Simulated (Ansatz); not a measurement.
SnO$_{2}$ (rutile)

```xyz
6
Lattice="4.7685 0.0000 0.0000 0.0000 4.7685 0.0000 0.0000 0.0000 3.2114" Properties=species:S:1:pos:R:3 pbc="T T T"
Sn     0.0000     0.0000     0.0000
Sn     2.3843     2.3843     1.6057
O      1.4606     1.4606     0.0000
O      3.8449     0.9237     1.6057
O      0.9237     3.8449     1.6057
O      3.3079     3.3079     0.0000
```

Two coordinates are scanned: the volume, and the ratio of the stretch along z (the conventional c axis) to the stretch across it. Atoms keep their fractional coordinates.

All values below come from PBEsol (plane waves to 420 eV, PAW, scalar-relativistic; Ansatz, an electronic-structure program). k mesh 7×7×10 (Γ-centred), Fermi-Dirac smearing 0.05 eV. Compression counts positive. As the atoms are clamped, bonds stretch with the cell, which overstates energies and stresses. SnO2 was relaxed with its symmetry unable to fall. The PAW data are Ansatz's earlier set.

Changes of σzz − σxx (GPa) from the point V/V₀ = 1.000, (c/a)/(c/a)₀ = 1.000 when one coordinate moves alone (two changes are said to add if the coupling is within 5 % of the smaller one, nearly so within 20 %):

```csv
point,change
"V/V₀ = 1.000, (c/a)/(c/a)₀ = 0.920",19.75
"V/V₀ = 1.000, (c/a)/(c/a)₀ = 0.947",12.55
"V/V₀ = 1.000, (c/a)/(c/a)₀ = 0.973",5.98
"V/V₀ = 0.960, (c/a)/(c/a)₀ = 1.000",2.61
"V/V₀ = 0.973, (c/a)/(c/a)₀ = 1.000",1.67
"V/V₀ = 0.987, (c/a)/(c/a)₀ = 1.000",0.81
"V/V₀ = 1.013, (c/a)/(c/a)₀ = 1.000",-0.75
"V/V₀ = 1.027, (c/a)/(c/a)₀ = 1.000",-1.45
"V/V₀ = 1.040, (c/a)/(c/a)₀ = 1.000",-2.10
"V/V₀ = 1.000, (c/a)/(c/a)₀ = 1.027",-5.44
"V/V₀ = 1.000, (c/a)/(c/a)₀ = 1.053",-10.37
"V/V₀ = 1.000, (c/a)/(c/a)₀ = 1.080",-14.85
```

### Question
Do the two effects add at V/V₀ = 0.973, (c/a)/(c/a)₀ = 0.973? Give the computed change.

### Answer
The sum of the single changes is 1.67 + (5.98) = 7.65; the calculation gives 8.18, so the coupling contributes 0.53 (over 20 % of the smaller single change, not additive).

### Question
What is the change at V/V₀ = 1.027, (c/a)/(c/a)₀ = 1.080, where both move, and how far is it from the sum?

### Answer
The sum of the single changes is -1.45 + (-14.85) = -16.30; the calculation gives -14.96, so the coupling contributes 1.34 (over 20 % of the smaller single change, not additive).

(A scan under strain: stresses follow from slopes of the energy per volume, elastic moduli from its curvatures.)
